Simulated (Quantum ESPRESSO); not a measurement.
Simulation results for Al2ZnSiN4 (made-up cell)

Calculation on a made-up crystal cell, not a measurement: periodic Kohn-Sham density functional theory in plane waves with PseudoDojo standard norm-conserving scalar-relativistic pseudopotentials, each functional with its own files (v0.5 for PBE, v0.4.1 for LDA and PBEsol), no spin polarisation, no spin-orbit coupling, atoms not relaxed, stress positive in tension, energies less a fixed whole-eV offset for each atom's element; levels are Kohn-Sham levels at fractions of this cell's reciprocal vectors, counted from the reference band (half the neutral cell's valence electrons, rounded up) at Gamma; error bars cover cutoff and k-mesh only, not smearing or the files; added strain carries the atoms with the cell, and shear is the tensor component; each bar is the largest change over components, and at least 0.002 eV, 0.002 eV per angstrom or 0.02 GPa; energies are for the whole cell, and the offsets were chosen from early runs and are not element reference energies. Program: Quantum ESPRESSO 7.5.

Entry: Al2ZnSiN4 (made-up cell)

Unstrained structure:
```
cell vectors (Å)
   4.4944    -0.0001     0.0315
  -0.0001     4.5797     0.0393
   0.0315     0.0393     4.4542
atoms (fractions of the cell vectors)
Si  0.00012 -0.00504  0.01176
Al -0.00216  0.50460  0.49110
Zn  0.49881  0.00577  0.49685
Al  0.50013  0.50417  0.00250
N   0.25378  0.25044  0.24881
N   0.25255  0.76172  0.74267
N   0.74635  0.25086  0.75289
N   0.74414  0.74087  0.24203
```

Here we set lattice type zincblende/diamond, functional pbe, cutoff 1143 eV, fermi dirac smearing 0.025 eV, scf tolerance 1e-07 eV, electrons removed 0, added strain kind shear xy, added strain -0.0126, k mesh 4 x 4 x 4, shifted by half a step and structure shown before the added strain of -0.0126.

The calculation gives: free energy less offsets -3.395 eV; smearing term minus ts 0 eV; scf iterations 13; pressure -12.13 GPa; stress xx 11.49 GPa; stress yy 15.18 GPa; stress zz 9.733 GPa; stress yz 3.156 GPa; stress xz 1.584 GPa; stress xy -4.034 GPa; error bar energy 0.002252 eV; error bar stress 0.02 GPa; error bar force 0.002 eV/Å; error bars from tighter rerun of a related cell.

Atoms:
```
atoms element  atom site  atom energy offset (eV)
           Si          1                     -115
           Al          2                      -64
           Zn          3                    -5687
           Al          4                      -64
            N          5                     -283
            N          6                     -283
            N          7                     -283
            N          8                     -283
```

Forces:
```
site  x (eV/Å)  y (eV/Å)  z (eV/Å)
   1  -0.04728    0.5258    -1.148
   2    0.1647   -0.3832    0.8066
   3    0.7545    0.2055   -0.2252
   4   -0.2502    -0.372    -1.139
   5    -2.693    0.1279    -1.835
   6    -2.626    -1.151     2.778
   7     2.243     0.239     1.909
   8     2.454     0.808    -1.146
```
